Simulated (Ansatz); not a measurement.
AlP (zinc blende)

```yaml
crystal:
  lattice:
    - [0.00000, 2.73516, 2.73516]
    - [2.73516, 0.00000, 2.73516]
    - [2.73516, 2.73516, 0.00000]
  atoms:
    - { symbol: P, position: [0.25000, 0.25000, 0.25000] }
    - { symbol: Al, position: [0.00000, 0.00000, 0.00000] }
```

E(V) scan at fixed shape, V₀ the volume above. Symmetry pins the atoms to their sites.

Computed with PBEsol (plane waves to 420 eV, PAW, scalar-relativistic; Ansatz, a quantum-chemistry and plane-wave program). k mesh 10×10×10 (Γ-centred), Fermi-Dirac smearing 0.05 eV. The energy includes the smearing's −TS. Compression counts positive. AlP was relaxed with its symmetry unable to fall. The PAW data are Ansatz's earlier set. ΔE is measured from the relaxed starting cell.

| V (Å³/atom) | ΔE (meV/atom) |
|---|---|
| 19.234 | 22.2 |
| 19.480 | withheld |
| 19.725 | 7.6 |
| 19.971 | 3.3 |
| 20.216 | 0.8 |
| 20.462 | 0.0 |
| 20.708 | 0.8 |
| 20.953 | 3.1 |
| 21.199 | 6.8 |
| 21.444 | 11.8 |
| 21.690 | 18.1 |

Fit a third-order Birch-Murnaghan form (E₀, V₀, B₀, B₀′ free) to the given rows and predict ΔE at V = 19.480.

Least squares on the 10 given rows: ΔE = E₀ + (9V₀B₀/16)·y²·[2 + (B₀′ − 4)y], y = (V₀/V)^(2/3) − 1, with V₀ = 20.459 Å³/atom, B₀ = 86.87 GPa (160.2 GPa = 1 eV/Å³; the term in eV is multiplied by 1000), B₀′ = 4.34, E₀ = 0.00 meV/atom; root-mean-square residual 0.01 meV/atom. At 19.480 the fit gives 13.9 meV/atom; the calculation gives 13.9 meV/atom, the same to the digits shown. For the pressure the fit gives 4.74 GPa against the computed 4.72 GPa.

(Under strain, the slope of the energy per volume gives the stress and its curvature an elastic modulus.)
